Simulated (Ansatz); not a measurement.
GeOs in space group P-6m2 (No. 187; Os on 1a, Ge on 1f), PBEsol (plane waves, PAW; program Ansatz), all energies at zero smearing, with the estimated change up to a 700 eV cutoff added, with one set of potentials and settings (totals compare only within such a set). Cell of 2 atoms (1 Os, 1 Ge): -15505.296 eV.

```json
[
 {"element": "Os", "reference phase": "P6_3/mmc, 2 atoms in the cell", "E (eV/atom)": "-11252.3295"},
 {"element": "Ge", "reference phase": "Fd-3m, 2 atoms in the cell", "E (eV/atom)": "-4253.5039"}
]
```

Formation energy per atom, worked out: (-15505.296 − 1×(-11252.3295) − 1×(-4253.5039))/2 = 0.269 eV/atom (26 kJ per mol of atoms), at 0 K, without zero-point energy or fitted corrections.

The cell is a constructed one: a structure type filled with these elements; neither database checked (COD, Materials Project) lists it. Whether it is the stable phase at ambient conditions was not checked. The cell keeps a stress of up to 0.2 GPa. The cell was relaxed with PBEsol under the symmetry of its start. At this level the phase is mechanically unstable. No spin polarisation was allowed. The references are the lowest solids computed at this level, not always the standard phases. Spin–orbit coupling is left out wherever it is not named.

Potentials: the earlier of the program's two PAW sets. The files were generated under PBE; for other functionals the program regenerates the frozen cores, and for LDA and PBEsol the local potential too.
